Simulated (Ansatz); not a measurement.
YB₆:
```xyz
7
Lattice="4.0892 0.0000 0.0000 0.0000 4.0892 0.0000 0.0000 0.0000 4.0892" Properties=species:S:1:pos:R:3 pbc="T T T"
Y      0.0000     0.0000     0.0000
B      3.2757     2.0446     2.0446
B      0.8135     2.0446     2.0446
B      2.0446     3.2757     2.0446
B      2.0446     0.8135     2.0446
B      2.0446     2.0446     3.2757
B      2.0446     2.0446     0.8135
```

Relaxed with r²SCAN. Special points in fractions of this cell's reciprocal vectors: Γ (0.000, 0.000, 0.000); X (0.000, 0.500, 0.000); M (0.500, 0.500, 0.000); R (0.500, 0.500, 0.500).

Task: List the band energies nearest the Fermi level at these points for DFT-r²SCAN in the program Ansatz with PAW potentials.

Result: In eV from the Fermi level; about four levels below and three above (degenerate sets whole), none deeper than 8.9 eV; points with the same levels are listed once.

| k | below | above |
|---|---|---|
| Γ | -7.73 -7.73 -2.16 -2.16 -2.16 | 1.05 1.05 1.05 |
| X | -4.26 -4.26 -3.68 -2.71 -1.51 | 1.23 1.23 1.63 |
| M | -4.95 -4.95 -3.29 -3.29 | 1.58 1.58 1.95 |
| R | -6.36 -6.36 -6.36 -2.79 -2.79 -2.79 | 2.86 2.86 3.11 |

Space group Pm-3m. The first step of the workflow began from a Materials Project structure, measured or hypothetical; the Crystallography Open Database files this formula in space group No. 221, but the cells were not matched. Whether it is the stable phase at ambient conditions was not checked. The cell was relaxed with r²SCAN under the symmetry of its start; of distortions, only those at the zone centre were tested. No spin polarisation was allowed. Scalar-relativistic: spin–orbit coupling is off unless named, which matters more the heavier the elements.

Potentials: the later of the program's two PAW sets.
